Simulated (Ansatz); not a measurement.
# NaY: relaxed-ion elastic tensor

Method: DFT PBEsol, scalar-relativistic, plane waves, PAW (Ansatz 0.2.0). Plane waves to 420 eV; Γ-centred k mesh 10×10×10; Fermi-Dirac smearing of 0.15 eV. No spin polarisation.

Relaxed structure:
```
CELL_PARAMETERS angstrom
3.96573 0.00000 0.00000
0.00000 3.96573 0.00000
0.00000 0.00000 3.96573
ATOMIC_POSITIONS crystal
Na 0.50000 0.50000 0.50000
Y 0.00000 0.00000 0.00000
```

The cell was built by swapping an element in a database structure (itself possibly hypothetical) and relaxing; it need not be the stable form of this composition. In a metal, frequencies and elastic constants depend on the k mesh and the smearing, soft modes and shear constants most.

(1) Give the relaxed-ion elastic constants (GPa, Voigt order xx yy zz yz xz xy, on the axes of the cell above).

(2) Is the crystal stable against homogeneous strain?

## Answers

(1)
C11 = 26.2, C12 = 23.9, C13 = 23.9, C22 = 26.2, C23 = 23.9, C33 = 26.2, C44 = 21.1, C55 = 21.1, C66 = 21.1 GPa; the others vanish.

(2) Too close to call: the least eigenvalue is 2.3 GPa, within what the k mesh leaves open in a metal.